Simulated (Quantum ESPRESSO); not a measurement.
# One change at a time to Cu2TiW2Zn3

These are calculations, not measurements. They come from Quantum ESPRESSO 7.5, a public plane-wave density functional program. Each row is one single-point run on a made-up periodic cell of eight metal atoms, with elements, volume, strain and displacements drawn at random and not relaxed, so a cell may be unstable or far from any real phase. There is no spin polarisation or spin-orbit coupling.

Settings: PBE unless stated; PseudoDojo standard norm-conserving files; Fermi-Dirac width 0.25 eV, which means electrons at about 2900 K; cutoff 1252 eV; 9 x 5 x 3 k mesh shifted half a step off Gamma. E is the free energy of the whole cell (internal energy minus TS), so a -TS column is already part of it. Stress is positive in tension, and the pressure P is minus a third of its trace.

Checks: one run of this series was repeated at a higher cutoff and on a denser mesh, which moved values by no more than 0.006 eV, 0.07 GPa and 0.012 eV/Å, and a second program with other atomic files agreed on it to 2 % rms in force and 0.5 GPa in pressure. Known limits: the copper pseudopotential is less sure than most, with forces differing by about three percent and pressure by about two GPa from a second method on plain copper; heavy elements are run without spin-orbit coupling, which real alloys of them have; a spin test at this wide smearing found no moment, but such smearing suppresses magnetism that the real alloy may have.

The lattice is hexagonal close-packed, and the cell vectors in Å are (2.810, 0.000, 0.000); (1.405, -2.433, -4.483); (1.405, 7.300, -4.483), a volume of 122.61 Å³ in run 1. The elements on sites 1 to 8 are Cu W Zn W Zn Ti Cu Zn. Each later run makes one change to run 1 and keeps the rest. E is counted from run 1, and is n/a where other atomic files have another zero of energy.

| run | change | V (Å³) | P (GPa) | -TS (eV) | rms force (eV/Å) | largest change of a force component (eV/Å) | E (eV) |
|---|---|---|---|---|---|---|---|
| 1 | none | 122.61 | -0.74 | -1.159 | 0.854 | 0.000 | 0.000 |
| 2 | sites 6 and 8 exchanged | 122.61 | -1.85 | -1.106 | 0.714 | 1.253 | -0.234 |
| 3 | all lengths scaled by -1.82 % | 116.04 | 7.69 | -1.095 | 1.061 | 0.536 | 0.134 |
| 4 | PBEsol in place of PBE | 122.61 | -6.97 | -1.161 | 0.802 | 0.132 | n/a |
| 5 | Ag on site 2 | 122.61 | 0.05 | -1.026 | 0.894 | 1.212 | n/a |
| 6 | site 2 moved by +0.23 Å along x | 122.61 | -0.39 | -1.182 | 0.860 | 1.024 | ? |

## Worked estimate

Along the move dE = -F dx. The force on site 2 along x is -0.804 eV/Å in run 1 and -0.117 eV/Å in run 6, and the move is +0.23 Å, so the mean force times the move gives an estimate.

## Withheld value

Question: what E should run 6 give?

The estimate is 0.106 eV. The calculation gave 0.114 eV. The mean of two end points misses the curvature of the force.
